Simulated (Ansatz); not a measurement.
## Te2H4BrN2F9: ⁸¹Br nuclear quadrupole resonance

Cell: a COD entry, relaxed with PBE at fixed cell and then changed (atom 13 (F) replaced by Br, ions relaxed).

```
CELL_PARAMETERS angstrom
5.16300 0.00000 0.00000
0.00000 9.08300 0.00000
-1.99015 0.00000 4.87113
ATOMIC_POSITIONS crystal
Te 0.48238 0.83116 0.72560
Te 0.51683 0.36006 0.26755
H 0.02730 0.71002 0.47437
H 0.97945 0.26414 0.57044
H 0.20976 0.72157 0.27202
H 0.73721 0.20594 0.68497
N 0.22093 0.69515 0.46574
N 0.78326 0.21829 0.51220
F 0.70889 0.67398 0.93106
F 0.28572 0.20912 0.05216
F 0.69985 0.83535 0.50181
F 0.29091 0.35990 0.48011
Br 0.81238 0.99923 0.05581
F 0.25801 0.48813 0.02178
F 0.26549 0.81715 0.94982
F 0.71702 0.36053 0.03290
F 0.29040 0.01000 0.55655
F 0.71420 0.52948 0.44511
```

Atom numbers follow the list; atoms alike are taken as one site, whose name carries the number of the first.

The numbers come from a DFT calculation in Ansatz (PBE, plane waves and PAW, scalar-relativistic, 420 eV cutoff, Γ-centred 5×3×5 k-points, Fermi–Dirac smearing 0.02 eV).

⁸¹Br: I = 3/2, Q = 257.9 mb (year-2017 value). Static lattice, zero field.

Task: Predict the zero-field ⁸¹Br lines of each site.

Result: For I = 3/2 there is one line, ν = (|C_Q|/2)(1 + η²/3)^½.

```json
{"site": "Br", "atoms": "13", "V_zz (10²¹ V/m²)": "80.6", "C_Q (MHz)": "503", "η": "0.06", "line frequencies (MHz)": "251.4"}
```

Task: And for ⁷⁹Br (I = 3/2, Q = 308.7 mb) on Br?

Result: C_Q scales with Q to 601 MHz, with lines at 300.9 MHz.

At Br V_zz points along its bond to Te (within 1°).

Without spin–orbit coupling the gradients at and beside Te can be off by some per cent, at some sites by more.

The relaxation (16 steps) took 14 min of wall time (28 min of CPU time) and 0.93 GiB at its peak, on 2 threads of Arm Neoverse N1 (aarch64; 36 cores open to the job, memory cap 5.0 GiB, no GPU), a shared host with a load of 0.9 a core.
